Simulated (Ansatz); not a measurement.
An Ansatz input:

```yaml
crystal:
  lattice:
    - [2.7650074406, 0.0, 0.0]
    - [0.0, 2.7650074406, 0.0]
    - [0.0, 0.0, 2.7650074406]
  atoms:
    - { symbol: Li, position: [0.0, 0.0, 0.0] }
hamiltonian:
  xc: r2scan
  pseudopotentials:
    kind: paw
    azcp:
      Li: "pseudopotentials/Li.paw.azcp"
basis:
  ecutwfc: 500
  fft_grid_basis: typed
kpoints:
  mp_grid: { grid: [19, 19, 19], shift: [0, 0, 0] }
magnetization:
  spin_polarized: false
scf:
  occupations: { method: fermi_dirac, width: 0.1 }
```

and its output:

```
Engine: ansatz 0.2.0, x86_64-unknown-linux-gnu
Pseudopotentials: kind: paw
Pseudopotential: Li, paw, valence charge 3, recommended cutoff 500 eV (meta_gga) 
Functional definition: r2SCAN
  parameter k0 = 0.174
  parameter k1 = 0.065
  parameter a1 = 4.9479
  exchange = r2scan_x(k0 = k0, k1 = k1, a1 = a1)
  correlation = r2scan_c
Crystal: 1 atoms, lattice volume = 21.139 Å³
Basis set: ecut = 500 eV, 515 PW (Γ), exchange–correlation on 96×96×96 points (64 copies of the dense FFT grid, shifted against one another)
Bands: 6, of which v1, the nominal top of the filled ones, is band 2 counted from 1 (1 counted from 0)
Symmetry: 48 space group operations
Space group: Pm-3m (ITA 221), of the structure as read, at distance tolerance 2.8e-5 Å
k-points: 220 of 6859
Non-local potential: Li, projectors of the file, l = 0: 3, l = 1: 2, l = 2: 1
PAW form: soft (Blöchl's): semilocal exchange-correlation on the pseudo side does not see the compensation charge
PAW one-centre angular grid: Li, 302 points (default); XC on 327 of its mesh's 2665 points in the sphere
Initial density: superposition of atomic densities (neutral atoms: chi_scale 0, normalization atom), corrected by the library's trained network
Initial wavefunctions: pseudopotential atomic-orbital guess
Functional: x = r2scan, c = r2scan; τ floored in thin density (d = 2e-4 eV/Å³)
SCF iter   1: F=—  HF=-205.019839 eV  |F-HF|=—  |Δ(HF+E_count)|=         —  Δρ=2.29e-3  dr2=7.26e-4  dr2_τ=3.32e-4  ethr=1.77e-3  ⟨swp⟩=4.8  Hψ=10811  notcnv=0
SCF iter   2: F=—  HF=-205.019413 eV  |F-HF|=—  |Δ(HF+E_count)|=   4.26e-4  Δρ=1.11e-3  dr2=1.97e-4  dr2_τ=7.27e-6  ethr=2.42e-5  ⟨swp⟩=2.0  Hψ=4373  notcnv=0  defer=27
SCF iter   3: F=—  HF=-205.019489 eV  |F-HF|=—  |Δ(HF+E_count)|=   7.62e-5  Δρ=5.59e-5  dr2=7.87e-7  dr2_τ=1.68e-7  ethr=6.57e-6  ⟨swp⟩=2.0  Hψ=1635  notcnv=0  defer=27
SCF iter   4: F=—  HF=-205.019490 eV  |F-HF|=—  |Δ(HF+E_count)|=   1.63e-7  Δρ=1.02e-5  dr2=1.83e-8  dr2_τ=1.08e-9  ethr=2.62e-8  ⟨swp⟩=2.0  Hψ=1645  notcnv=0  defer=27
iter 5 did not close the SCF: its close was put off for the readings that it lacked (scf_convergence_deferred on its scf_iter line)
SCF iter   5: F=-205.019489 eV  HF=-205.019489 eV  |F-HF|=7.74e-11  |Δ(HF+E_count)|=   6.33e-8  Δρ=2.19e-6  dr2=4.23e-10  dr2_τ=1.11e-10  ethr=6.09e-10  ⟨swp⟩=2.6  Hψ=1662  notcnv=0  defer=27
SCF iter   6: F=-205.019489 eV  HF=-205.019489 eV  |F-HF|=1.17e-12  |Δ(HF+E_count)|=  2.80e-10  Δρ=1.34e-7  dr2=2.01e-12  dr2_τ=3.68e-13  ethr=1.41e-11  ⟨swp⟩=1.0  Hψ=3598  notcnv=0
SCF 1 converged in 6 iterations: F = -205.019489 eV  dr2 = 2.01e-12
SCF converged after 6 iterations
Free energy (F): -205.019489 eV
Harris-Foulkes:  -205.019489 eV  (|F-HF|=1.17e-12)
Internal energy: -205.007588 eV  (E = F + TS)
E sigma→0 (E₀):  -205.013539 eV
Entropy (-TS):   -0.011901 eV (-11.901 meV/atom)
Fermi energy:    0.901482 eV
--- Per-component energies (eV) ---
  E_band       = -95.540881
  E_kinetic    = 21.106113
  E_local      = -135.135254  (includes V_loc(G=0)·N_el)
  E_nonlocal   = -33.328861
  E_hartree    = 40.245220
  E_xc         = -9.583036
  E_vxc        = -13.645061  (∫ρ·V_xc dr)
  E_paw        = -21.819135  (= ΣΔE_a)
  E_vpaw       = -15.849010  (= ΣTr[D̂ρ^β])
  E_aug_tail   = -0.000103  (compensation charges beyond the density's cutoff)
  E_vtau       = 0.820866  (kinetic-family band-sum trace: ∫τ·v_τ [+ j·A + Jᵃ·Aᵃ] dr)
  E_ewald      = -66.492534
  E_smearing   = -0.011901  (= −TS)
  E_closure    = 0.000000  (closes the sum)
  Σ components = -205.019489   (vs F -205.019489, Δ=0.00e0)
```

Launched by

```sh
ansatz run input.yaml --threads 1 --pin off --max-ram 3584MiB --backend cpu --events-out ev --progress --plain --runs-dir out
```

On 1 thread of Intel(R) Xeon(R) Platinum 8259CL CPU @ 2.50GHz (Skylake/Cascade Lake) (shared host) this took about 6.6 s of wall time and 6.5 s of CPU time.
